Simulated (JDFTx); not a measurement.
Input for JDFTx (a modified build) (Rb (SMILES [Rb+]), charge +1, multiplicity 1; bohr and hartree). JDFTx counts charge in electrons: elec-initial-charge is the number of excess electrons.

```
lattice \
  14.1729459347 0.0000000000 0.0000000000 \
  0.0000000000 14.1729459347 0.0000000000 \
  0.0000000000 0.0000000000 14.1729459347
coords-type Cartesian
ion Rb 0.0000000000 0.0000000000 0.0000000000 0
ion-species pseudo/rb_pbe_v1.upf
elec-cutoff 20 100
elec-ex-corr gga-PBE
symmetries none
coulomb-interaction Isolated
coulomb-truncation-embed 0 0 0
elec-n-bands 7
converge-empty-states yes
elec-initial-charge -1
electronic-scf nIterations 100 energyDiffThreshold 1e-8
dump-name s0.$VAR
dump End State Ecomponents EigStats BandEigs Forces ElecDensity IonicPositions
```

The main set-up lines of the log and the final energy components:

```
unit cell volume = 2846.95
Chosen fftbox size, S = [  64  64  64  ]
unit cell volume = 2846.95
Chosen fftbox size, S = [  60  60  60  ]
  'Rb' pseudopotential, 'SLA  PW   PBE  PBE' functional
  9 valence electrons, 4 orbitals, 6 projectors, 881 radial grid points, with lMax = 2
Initialized 1 species with 1 total atoms.
Folded 1 k-points by 1x1x1 to 1 k-points.
nElectrons:   8.000000   nBands: 7   nStates: 1
average nbasis = 12149.000 , ideal nbasis = 12162.403
unit cell volume = 22775.6
Chosen fftbox size, S = [  128  128  128  ]
[...]
# Energy components:
       EH =       17.4224174156565148
     Eloc =      -48.0321629346527672
      Enl =        2.3185322052522821
      Exc =       -6.3544849543631150
 Exc_core =        2.3690545391604725
       KE =        8.2536504641436839
-------------------------------------
     Etot =      -24.0229932648029276


	eMin: -1.382859 at state 0 ( [ +0.000000 +0.000000 +0.000000 ] spin 0 )
	HOMO: -0.795603 at state 0 ( [ +0.000000 +0.000000 +0.000000 ] spin 0 )
	LUMO: -0.231680 at state 0 ( [ +0.000000 +0.000000 +0.000000 ] spin 0 )
	HOMO-LUMO gap: +0.563923
```

The run took 9 electronic cycles; the highest occupied level lies at -21.65 eV from the vacuum level.
